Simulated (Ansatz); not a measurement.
Data:

GaP (zinc blende)

```yaml
crystal:
  lattice:
    - [0.00000, 5.45173, 5.45173]
    - [2.72587, 0.00000, 2.72587]
    - [2.72587, 2.72587, 0.00000]
  atoms:
    - { symbol: P, position: [0.37500, 0.75000, 0.75000] }
    - { symbol: P, position: [0.87500, 0.75000, 0.75000] }
    - { symbol: Ga, position: [0.00000, 0.00000, 0.00000] }
    - { symbol: Ga, position: [0.50000, 0.00000, 0.00000] }
```

The atoms are displaced by Q × the pattern below (from a DFPT mode at L = (0.5, 0.0, 0.0), largest move 1; Q in Å), at fixed cell. It is one choice among 2 degenerate patterns. (q is in reciprocal vectors of the primitive cell; the cell shown is doubled to hold the pattern.)

| atom | x | y | z |
|---|---|---|---|
| P1 | 0.285 | -0.520 | 0.805 |
| P2 | -0.285 | 0.520 | -0.805 |
| Ga3 | 0.112 | -0.204 | 0.315 |
| Ga4 | -0.112 | 0.204 | -0.315 |

Method: r2SCAN (plane waves to 500 eV, PAW, scalar-relativistic; Ansatz, a program for electronic structure). k mesh 5×10×10 (Γ-centred), Fermi-Dirac smearing 0.05 eV. The energy includes the smearing's −TS. GaP was relaxed with its symmetry unable to fall. The PAW data are Ansatz's earlier set. ΔE is measured from the undisplaced structure.

The scan covers Q from -0.100 to 0.100 Å in 13 points.

### Question
What is the energy change at Q = 0.100 Å?

### Answer
197.0 meV/cell.

### Question
What harmonic wavenumber does the curvature at Q = 0 give?

### Answer
358 cm⁻¹.

(For displaced atoms, the force is minus the slope of the energy, and its curvature is a force constant, which sets phonon frequencies.)
